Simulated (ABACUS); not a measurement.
ABACUS run on CdS (P6_3mc, 4 atoms in the cell; from Materials Project mp-672, changed as shown): self-consistent single point.

All values come from this method and carry its errors: ABACUS 3.10.1 with PBE, numerical atomic orbitals DZP (confined pseudo-atomic orbitals with Gaussian additions; energy shift 0.01 Ry), PseudoDojo 0.5 standard norm-conserving PBE (tails mended) pseudopotentials.

The change in words: lattice vector c scaled by 1.01. Reference geometry (P6_3mc):
```yaml
crystal:
  lattice:
    - [4.16884, 0.00000, 0.00000]
    - [-2.08442, 3.61032, 0.00000]
    - [0.00000, 0.00000, 6.77962]
  atoms:
    - { symbol: Cd, position: [0.66667, 0.33333, 0.50022] }
    - { symbol: Cd, position: [0.33333, 0.66667, 0.00022] }
    - { symbol: S, position: [0.66667, 0.33333, 0.87678] }
    - { symbol: S, position: [0.33333, 0.66667, 0.37678] }
```

Reference input (self-consistent single point, DFT, PBE, numerical atomic orbitals DZP (confined pseudo-atomic orbitals with Gaussian additions; energy shift 0.01 Ry), PseudoDojo 0.5 standard norm-conserving PBE (tails mended) pseudopotentials): basis = DZP numerical atomic orbitals, energy shift 0.01 Ry; KPT = MP 5 5 3 0 0 0; basis_type = lcao; dft_functional = PBE; ecutwfc = 100 Ry; smearing_method = gaussian; smearing_sigma = 0.00367493 Ry; potentials = PseudoDojo 0.5 standard norm-conserving PBE (tails mended); symmetry = 1; symmetry_prec = 1e-05; ks_solver = scalapack_gvx; scf_nmax = 100. This run's input differs from it in these lines:

```diff
@@ -36,3 +36,3 @@
   -2.0844200000    3.6103210000    0.0000000000
-   0.0000000000    0.0000000000    6.7796200000
+   0.0000000000    0.0000000000    6.8474160000
 
@@ -44,4 +44,4 @@
 2
-   3.9389868677    2.2741703632    6.4086310720 1 1 1
-  -0.0000039390    4.5483475488    0.0028185575 1 1 1
+   3.9389868677    2.2741703632    6.4727171937 1 1 1
+  -0.0000039390    4.5483475488    0.0028467430 1 1 1
 
@@ -50,4 +50,4 @@
 2
-   3.9389868677    2.2741703632   11.2329765930 1 1 1
-  -0.0000039390    4.5483475488    4.8271640784 1 1 1
+   3.9389868677    2.2741703632   11.3453060275 1 1 1
+  -0.0000039390    4.5483475488    4.8754355768 1 1 1
 # file: KPT
```

The program printed (abridged):

```
 SELF-CONSISTENT
 -------------------------------------------

                  longest orb rcut (Bohr) = 7
   longest nonlocal projector rcut (Bohr) = 1.48
                     search radius (Bohr) = 17

                          real space grid = [ 54, 54, 90 ]
                                 init_chg = atomic

 LCAO ALGORITHM --------------- ION=   1  ELEC=   1--------------------------------

 Density error is 0.0537161907822
 E_KohnSham     -745.4387844801      -10142.2149791227
 E_Fermi        0.4846448931         6.5939320526

 LCAO ALGORITHM --------------- ION=   1  ELEC=   2--------------------------------

   [... lines left out ...]

   [... 7 blocks of this kind left out ...]

 LCAO ALGORITHM --------------- ION=   1  ELEC=  10--------------------------------

 Density error is 3.03478332761e-07
 E_KohnSham     -745.4643758532      -10142.5631676176
 E_Fermi        0.5274612054         7.1764778667

 LCAO ALGORITHM --------------- ION=   1  ELEC=  11--------------------------------

 Density error is 2.29330562091e-08
 E_KohnSham     -745.4643758533      -10142.5631676179
 E_KS(sigma->0) -745.4643758533      -10142.5631676179
 E_entropy(-TS) -0.0000000000        -0.0000000000
 E_Fermi        0.5274608850         7.1764735079
 charge density convergence is achieved
 final etot is -10142.563168 eV
 EFERMI = 7.1764735079 eV

 STATE ENERGY(eV) AND OCCUPATIONS    NSPIN == 1
   [... 33 lines left out ...]

 TOTAL-FORCE (eV/Angstrom)
                       Cd1         0.0000000000         0.0000000000         0.0531090545
                       Cd2         0.0000000000         0.0000000000         0.0531090545
                        S1         0.0000000000         0.0000000000        -0.0531090545
                        S2         0.0000000000         0.0000000000        -0.0531090545

 TOTAL-STRESS (KBAR)
        11.0724242536        -0.0000000000         0.0000000000
         0.0000000000        11.0724263656        -0.0000000000
         0.0000000000         0.0000000000         0.4058106454
 TOTAL-PRESSURE: 7.516887 KBAR

 --------------------------------------------
 !FINAL_ETOT_IS -10142.5631676178691123 eV
 --------------------------------------------
```

The run converged in 11 iterations. Against the reference run the free energy goes down by 1.2 meV/atom and the pressure goes from 1.38 to 0.75 GPa.

The atom-centred basis is finite, which shifts total energies and pressures against plane waves. The structure comes from a collection of computed structures, made at another level of theory; the collection holds predicted forms beside known ones.

Cost on one core: roughly 22 core-seconds.

The atomic orbitals were generated for these runs; they are not ABACUS's published sets and were checked against plane waves on a few crystals only.

“Tails mended”: in these copies of the files the far tail of each local potential was reset to the Coulomb form.
